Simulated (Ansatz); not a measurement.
**Cs$_{2}$In$_{6}$W: settings compared (Ansatz)**

Launch command:

```bash
ansatz run input.yaml --threads 1 --pin off --max-ram 2560MiB --backend cpu --events-out ev --progress --plain --runs-dir out
```

Input:

```yaml
crystal:
  lattice:
    - [0.0, 5.0475096, 5.0475096]
    - [5.0475096, 0.0, 5.0475096]
    - [5.0475096, 5.0475096, 0.0]
  atoms:
    - { symbol: W, position: [0.0, 0.0, 0.0] }
    - { symbol: Cs, position: [0.25, 0.25, 0.25] }
    - { symbol: Cs, position: [0.75, 0.75, 0.75] }
    - { symbol: In, position: [0.2312, 0.7688, 0.7688] }
    - { symbol: In, position: [0.7688, 0.2312, 0.7688] }
    - { symbol: In, position: [0.7688, 0.2312, 0.2312] }
    - { symbol: In, position: [0.2312, 0.7688, 0.2312] }
    - { symbol: In, position: [0.7688, 0.7688, 0.2312] }
    - { symbol: In, position: [0.2312, 0.2312, 0.7688] }
  symmetry: { tolerance: 0.0003 }
kpoints:
  mp_grid: { grid: [3, 3, 3], shift: [0, 0, 0] }
magnetization:
  spin_polarized: false
scf:
  occupations: { method: fermi_dirac }
hamiltonian:
  pseudopotentials: { kind: paw }
  xc: r2scan
basis:
  ecutwfc: 500
output:
  forces: true
  stress: true
  eigenvalues: true
```

Origin of the cell: a known structure type with other elements, at an estimated volume, so it need not be a known compound.

The smearing width isn't typed, so it takes its default of 0.1 eV.

Output of this run (shortened):

```
SCF iter   1: F=—  HF=-55431.477424 eV  Δρ=1.06e-2  dr2=5.06e-1  dr2_τ=2.09e-1
SCF iter   2: F=—  HF=-55431.589424 eV  Δρ=5.27e-3  dr2=1.67e-1  dr2_τ=8.36e-3  defer=1
SCF iter   3: F=—  HF=-55431.578991 eV  Δρ=2.87e-3  dr2=7.35e-2  dr2_τ=1.91e-3  defer=1
SCF iter   4: F=—  HF=-55431.568100 eV  Δρ=1.02e-3  dr2=1.21e-2  dr2_τ=4.02e-4  defer=1
SCF iter   5: F=—  HF=-55431.566892 eV  Δρ=4.73e-4  dr2=9.13e-4  dr2_τ=8.19e-6  defer=1
SCF iter   6: F=—  HF=-55431.567244 eV  Δρ=1.37e-4  dr2=7.07e-5  dr2_τ=6.76e-7  defer=1
SCF iter   7: F=—  HF=-55431.567232 eV  Δρ=3.92e-5  dr2=8.20e-6  dr2_τ=1.32e-7  defer=1
SCF iter   8: F=—  HF=-55431.567234 eV  Δρ=1.12e-5  dr2=7.38e-7  dr2_τ=1.85e-8  defer=1
SCF iter   9: F=-55431.567234 eV  HF=-55431.567234 eV  Δρ=3.54e-6  dr2=3.57e-8  dr2_τ=1.75e-9
SCF 1 converged in 9 iterations: F = -55431.567234 eV  dr2 = 3.57e-8
SCF converged after 9 iterations
Free energy (F): -55431.567234 eV
Harris-Foulkes:  -55431.567234 eV  (|F-HF|=1.63e-8)
Internal energy: -55431.425706 eV  (E = F + TS)
E sigma→0 (E₀):  -55431.496470 eV
Entropy (-TS):   -0.141529 eV (-15.725 meV/atom)
Fermi energy:    10.248090 eV
--- Per-component energies (eV) ---
  E_band       = -493.825212
  E_kinetic    = 2224.639833
  E_local      = -10306.722087  (includes V_loc(G=0)·N_el)
  E_nonlocal   = 2266.060826
  E_hartree    = 4236.179907
  E_xc         = -1797.585822
  E_vxc        = -1200.722282  (∫ρ·V_xc dr)
  E_paw        = -43870.290279  (= ΣΔE_a)
  E_vpaw       = -2022.764785  (= ΣTr[D̂ρ^β])
  E_aug_tail   = -0.000002  (compensation charges beyond the density's cutoff)
  E_vtau       = 73.329981  (kinetic-family band-sum trace: ∫τ·v_τ [+ j·A + Jᵃ·Aᵃ] dr)
  E_ewald      = -8189.013168
  E_core_change = 5.305085  (= ΣΔE_core)
  E_smearing   = -0.141529  (= −TS)
  Σ components = -55431.567234   (vs F -55431.567234, Δ=0.00e0)
--- Forces (eV/Å), atoms counted from 1 ---
  atom   1  W      0.000000    -0.000000    -0.000000
[… 3 lines left out …]
  atom   5  In    -0.000000    -6.541670    -0.000000
  atom   6  In     6.541670    -0.000000    -0.000000
  atom   7  In     0.000000     6.541670     0.000000
  atom   8  In    -0.000000     0.000000    -6.541670
  atom   9  In    -0.000000    -0.000000     6.541670
  max |Σ_I F_I| component: 3.55e-15 eV/Å
--- Stress (GPa, compression-positive) ---
       19.997956      -0.000000      -0.000000
       -0.000000      19.997956      -0.000000
       -0.000000       0.000000      19.997956
  P = ⅓ Tr σ = 19.9980 GPa (199.980 kbar)
```

The same input was run again with these changes:

1. `kpoints.mp_grid.shift` [0, 0, 0] → [0.5, 0.5, 0.5]
2. `hamiltonian.pseudopotentials` { kind: paw } → { kind: paw, source: jth }
3. `kpoints.mp_grid.shift` [0, 0, 0] → [0.5, 0.5, 0.5]; `scf.occupations.width` default → 0.005
4. `basis.ecutrho_ratio` default → 8; `crystal.symmetry` { tolerance: 0.0003 } → { detect: false }

```json
{"run": "base", "end": "converged", "SCF iterations": "9", "P (GPa)": "20.00", "max force component (eV/Å)": "6.542", "gap on mesh (eV)": "–", "moment (μB)": "–", "ΔE(σ→0) (meV/atom)": "0"}
{"run": "1", "end": "converged", "SCF iterations": "9", "P (GPa)": "19.66", "max force component (eV/Å)": "6.533", "gap on mesh (eV)": "–", "moment (μB)": "–", "ΔE(σ→0) (meV/atom)": "-10.23"}
{"run": "2", "end": "converged", "SCF iterations": "11", "P (GPa)": "20.03", "max force component (eV/Å)": "6.518", "gap on mesh (eV)": "–", "moment (μB)": "–", "ΔE(σ→0) (meV/atom)": "–"}
{"run": "3", "end": "converged", "SCF iterations": "8", "P (GPa)": "19.47", "max force component (eV/Å)": "6.526", "gap on mesh (eV)": "0.20", "moment (μB)": "–", "ΔE(σ→0) (meV/atom)": "-10.69"}
{"run": "4", "end": "converged", "SCF iterations": "9", "P (GPa)": "20.00", "max force component (eV/Å)": "6.542", "gap on mesh (eV)": "–", "moment (μB)": "–", "ΔE(σ→0) (meV/atom)": "-0.06"}
```

Energies are compared only where functional, datasets, charge and starting cell are the same.

Caveats of the base run: no moments, though an odd count or open d shells may carry them; no spin-orbit coupling, though heavy elements are present; the given cell is far from equilibrium, with atoms too close or a volume far off; the k mesh is coarse if the cell is a metal.

Run 1: the k mesh keeps only part of the crystal's symmetry.
Run 2: the cutoff lies below the datasets' advice.
Run 3: the k mesh keeps only part of the crystal's symmetry.

The base run ran for 11 s on 1 thread of Intel(R) Xeon(R) 6975P-C (Granite Rapids), on a shared host, peak memory 1.3 GiB, from the program's own first density.
